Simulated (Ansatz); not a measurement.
# Na5Al2: reading a single point

```xyz
14
Lattice="9.5258 0.0000 0.0000 0.0000 9.5258 0.0000 0.0000 0.0000 2.8605" Properties=species:S:1:pos:R:3 pbc="T T T"
Al    3.0454    7.8083    1.4303
Al    1.7175    3.0454    1.4303
Al    6.4804    1.7175    1.4303
Al    7.8083    6.4804    1.4303
Na    2.7975    5.3373    0.0000
Na    4.1885    2.7975    0.0000
Na    6.7283    4.1885    0.0000
Na    5.3373    6.7283    0.0000
Na    7.5605    8.9514    0.0000
Na    8.9514    1.9654    0.0000
Na    1.9654    0.5744    0.0000
Na    0.5744    7.5605    0.0000
Na    4.7629    0.0000    0.0000
Na    0.0000    4.7629    0.0000
```

Method: PBEsol, no spin polarisation; PAW, plane waves to 420 eV, 3×3×9 Γ-centred mesh, gaussian occupations (width 0.0234 eV) (Ansatz 0.2.0), atoms fixed.

Question: Metal or insulator?

Answer: It is a metal, with about 5.1 states/eV a cell as the mean within 0.25 eV of the Fermi level, mostly Al p (66 %) and Na s (21 %).

Question: Is it stable against the elements?

Answer: 0.49 eV an atom against the elements' usual phases (free molecules for gases, crystals otherwise, with no correction for O₂ or N₂), so at this geometry it isn't bound against them. Relaxing would lower it.

Question: Is the cell too large or too small?

Answer: The pressure is 15.2 GPa (compression positive), so with the atoms held at these fractions the cell would first expand. The principal stresses 10.1, 17.8, 17.8 GPa differ, so its shape would change too.

Question: Which atom feels the largest force, and which way?

Answer: The largest is on Al3 (and as large on other atoms): 0.20 eV/Å, components (0.14, 0.14, 0.00). It makes 150° with the line to a nearest neighbour, Na13 at 2.82 Å, pointing away from it.

Origin: a known structure type with other elements, at an estimated volume, so it need not be a known compound. Caveats: atoms or cell far from equilibrium.
